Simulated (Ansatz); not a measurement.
Method: Ansatz 0.2.0, DFT PBE, scalar-relativistic, plane waves, PAW. All cells share a 420 eV cutoff and Γ-centred k meshes spaced about 0.3 Å⁻¹ or finer (0.25 for metals, 2π included). No spin polarisation in the final relaxations.

Temperature and zero-point effects are left out. All come from trial cells, and lower structures may exist.

Question: Order these relaxed structures of Ta2F by energy, lowest first, with the energy over the lowest of them.
1.

```
Ta F
1.0
     2.93887    0.00000    0.00000
    -1.46943    2.54513    0.00000
     0.00000    0.00000   13.68240
Ta F
4 2
Cartesian
  0.0000 0.0000 3.7629
  0.0000 0.0000 9.9195
  0.0000 1.6968 1.2499
  1.4694 0.8484 12.4325
  1.4694 0.8484 5.2029
  0.0000 1.6968 8.4795
```

2.

```
Ta F
1.0
     6.77356    0.00000    0.00000
     0.00000    2.77294    0.00000
    -1.07238    0.00000    5.19516
Ta F
4 2
Direct
  0.68618 0.61504 0.41875
  0.31382 0.11504 0.08125
  0.31382 0.38496 0.58125
  0.68618 0.88496 0.91875
  0.00000 0.00000 0.00000
  0.00000 0.50000 0.50000
```

Answer: 1 (0 meV/atom), 2 (234 meV/atom). Forms: 1 P-3m1; 2 P2_1/c. Counting F atoms around Ta (those within 1.25 times the shortest such distance or 1.15 times the sum of covalent radii; a plus sign parts nearer from farther groups; the shortest distance is added where it exceeds 1.18 times the sum of covalent radii; a slash parts the counts of unlike sites): cell 1 has Ta 3/3+3 from 4.3 Å; cell 2 has Ta 1.

No dispersion correction is applied, so the spacing and binding between layers, chains or molecules are poorly described (P-3m1), and this can change margins and order among such cells. Spin–orbit coupling, which can matter for Ta, is left out. With atoms moved at random, P-3m1 (by 165 meV/atom) fell into a lower structure. Without a clear test, and held by symmetry: P2_1/c. Some types were kept out of the candidates beforehand, so the set may lack a known form.
